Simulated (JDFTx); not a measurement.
Ag(100) slab cut from bulk Ag (space group Fm-3m, indices of the conventional cell, lattice of the Materials Project entry mp-124, not re-optimised): 4 atoms in 4 planes, a 1x1 cell of 8.42 Å² (|a| = 2.902, |b| = 2.902 Å), 6.2 Å between the outermost planes, cell height 22.2 Å, 8×8×1 k mesh, Fermi smearing 0.01 Ha, no spin polarisation.

Computed with JDFTx (a modified build): PBE, GBRV ultrasoft potentials, plane waves to 20/100 Ha. Liquid on both sides: CANDLE, acetonitrile, 1 M KF; nuclei fixed. At negative charge CANDLE's numbers also depend on the cell height, by up to tenths of a volt.

Charging data:

```csv
U − U_pzc (V),σ (μC/cm²)
-0.60,-5.02
0.00,0.00
0.30,3.17
```

Working it through: a check of Lippmann's equation. The grand free energy per area against the neutral slab, Δγ = [F(N) − F(N₀) − μ(N − N₀)]/2A, is taken from the total energies of the same runs.

```tsv
U − U_pzc (V)	Δγ (mJ/m²)
-0.60	-15.6
0.00	0.0
0.30	-4.8
```

Δγ is largest at zero charge and falls away from it, as dγ/dU = −σ demands. At -0.60 V the computed -15.6 mJ/m² stands beside -15.0 mJ/m² from the constant-capacitance formula.
